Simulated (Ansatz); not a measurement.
Ti, one cell by several methods

```yaml
crystal:
  lattice:
    - [-1.64100, 1.64100, 1.64100]
    - [1.64100, -1.64100, 1.64100]
    - [1.64100, 1.64100, -1.64100]
  atoms:
    - { symbol: Ti, position: [0.00000, 0.00000, 0.00000] }
```

The geometry is COD entry 9012924, unchecked; take it as a test cell.

Methods: DFT, PBEsol, PAW with Ansatz's default frozen-core files, scalar-relativistic (Ansatz 0.2.0); DFT, PBEsol, all-electron LAPW, scalar-relativistic (Ansatz 0.2.0).

For PAW: a Γ-centred 14×14×14 k mesh, Fermi–Dirac smearing of 0.05 eV, cutoff 420 eV, no spin polarisation; the PAW files were made with PBE, and the program remakes their frozen cores for this functional. LAPW targets a basis error of 0.25 meV/atom. The Ansatz runs share mesh, smearing and spin set-up. Plane-wave (PAW) pressures include the program's estimate of the Pulay term.

Stress and pressure are positive in compression.

Levels count from the Fermi level.

PAW results:

| quantity | PAW |
| --- | --- |
| pressure (GPa) | -6.65 |
| highest filled level at N (eV) | -0.377 |
| lowest empty level at N (eV) | 1.099 |
| highest filled level at H (eV) | -2.040 |
| lowest empty level at H (eV) | 3.874 |

What does all-electron LAPW give for the same quantities?


```json
{"quantity": "pressure (GPa)", "LAPW": "-6.66"}
{"quantity": "highest filled level at N (eV)", "LAPW": "-0.377"}
{"quantity": "lowest empty level at N (eV)", "LAPW": "1.100"}
{"quantity": "highest filled level at H (eV)", "LAPW": "-2.041"}
{"quantity": "lowest empty level at H (eV)", "LAPW": "3.874"}
```
